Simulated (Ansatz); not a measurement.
Given:

Te3As2:
```
CELL_PARAMETERS angstrom
      4.02054     0.00000     0.00000
     -2.01027     3.48189     0.00000
      0.00000     0.00000    10.52014
ATOMIC_POSITIONS crystal
  As 0.33333 0.66667 0.17562
  As 0.66667 0.33333 0.82438
  Te 0.00000 0.00000 0.00000
  Te 0.33333 0.66667 0.67388
  Te 0.66667 0.33333 0.32612
```

This is the HSE06-relaxed structure. Cartesian axes are those of the cell as given.

Problem. All from the program Ansatz at the HSE06 level (PAW), unless another level is named. Predict the smallest direct gap on the standard path.

Solution. 0.82 eV.

Problem. Predict the band gap.

Solution. 0.62 eV (indirect).

Problem. Next, the conduction-band minimum?

Solution. off the standard path, at k = (0.000, 0.094, 0.395) in fractions of the reciprocal vectors.

Problem. And the valence-band maximum?

Solution. off the standard path, at k = (0.000, 0.161, 0.341) in fractions of the reciprocal vectors.

Space group P-3m1 (La2O3 or Ni2Al3 type). The cell is a constructed one: a structure type filled with these elements; neither database checked (COD, Materials Project) lists it. COD files the formula under space group No. 12. Whether it is the stable phase at ambient conditions was not checked. The HSE06 relaxation kept the symmetry of its start; its stability against distortions is not shown here. The hybrid was solved on a coarse mesh, the path and, where they were found, the r²SCAN edge points; its band edges are the extreme levels among these. Scalar-relativistic: spin–orbit coupling is off unless named, which matters more the heavier the elements.

Potentials: the later of the program's two PAW sets.
